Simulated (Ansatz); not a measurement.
Input:

ZnS:
```cif
data_S4Zn4
_chemical_formula_sum 'Zn4 S4'
_space_group_name_H-M_alt 'F-43m'
_space_group_IT_number 216
_space_group_name_Hall 'F -4 2 3'
_cell_length_a 5.35639
_cell_length_b 5.35639
_cell_length_c 5.35639
_cell_angle_alpha 90.000
_cell_angle_beta 90.000
_cell_angle_gamma 90.000
loop_
_atom_site_label
_atom_site_type_symbol
_atom_site_symmetry_multiplicity
_atom_site_Wyckoff_symbol
_atom_site_fract_x
_atom_site_fract_y
_atom_site_fract_z
_atom_site_occupancy
Zn1 Zn 4 a 0.00000 0.00000 0.00000 1
S1 S 4 c 0.25000 0.25000 0.25000 1
```
(The calculation used a cell of 2 atoms; values per cell refer to that cell.)

This is the PBEsol-relaxed structure.

Question: All from PBEsol (plane waves, PAW; program Ansatz), unless another level is named. Predict the hole effective mass, band 1 of 3 at the edge.

Answer: 0.66 along [100], 3.4 along [110], 1.4 along [111] (mₑ).

Question: What about the formation energy from the elements (no fitted shifts)?

Answer: -0.82 eV/atom.

Question: Next, the band gap?

Answer: 2.08 eV (direct).

Question: Give the electron effective mass.

Answer: 0.17 mₑ (isotropic).

The cell was relaxed with PBEsol under the symmetry of its start. The references are the lowest solids computed at this level, not always the standard phases.

Potentials: the earlier of the program's two PAW sets. The files were generated under PBE; for other functionals the program regenerates the frozen cores, and for LDA and PBEsol the local potential too.
